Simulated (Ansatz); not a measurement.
# Notes on Yb$_{2}$Ni$_{3}$B$_{6}$

```
CELL_PARAMETERS angstrom
3.80046 4.28729 0.00000
3.80046 -4.28729 0.00000
0.00000 0.00000 -3.43122
ATOMIC_POSITIONS crystal
Ni 0.23600 0.23600 0.00000
Ni 0.76400 0.76400 0.00000
B 0.39100 0.07700 0.50000
B 0.60900 0.92300 0.50000
B 0.07700 0.39100 0.50000
B 0.92300 0.60900 0.50000
B 0.37600 0.37600 0.50000
B 0.62400 0.62400 0.50000
Yb 0.27400 0.72600 0.00000
Yb 0.72600 0.27400 0.00000
Ni 0.00000 0.00000 0.50000
```

Method: r2SCAN, no spin polarisation; PAW, plane waves to 500 eV, 3×3×5 Γ-centred mesh, fermi-dirac occupations (width 0.0141 eV) (Ansatz 0.2.0), atoms fixed.

Task: What is the formation energy?

Result: -0.48 eV an atom against the elements' usual phases (free molecules for gases, crystals otherwise, with no correction for O₂ or N₂), so it is bound against them; other compounds may still compete. Relaxing would lower it.

Task: Is there a gap?

Result: It is a metal, with about 13 states/eV a cell as the mean within 0.25 eV of the Fermi level, mostly Yb f (67 %), Ni d (14 %) and B p (13 %).

Task: Which atom feels the largest force, and which way?

Result: The largest is on B3 (and as large on other atoms): 1.64 eV/Å, components (0.12, -1.63, 0.00). It makes 167° with the line to a nearest neighbour, B4 at 1.61 Å, pointing away from it.

Task: Is the cell too large or too small?

Result: The pressure is 3.5 GPa (compression positive), so with the atoms held at these fractions the cell would first expand; the forces are large, so a full relaxation may end otherwise. The principal stresses -0.2, 1.6, 9.1 GPa differ, so its shape would change too.

Origin: a database entry at a rescaled volume. Caveats: no spin polarisation, so a magnetic state may lie lower; the k mesh is coarse if the cell is a metal; atoms or cell far from equilibrium; f levels without a U or exact exchange are poorly placed.
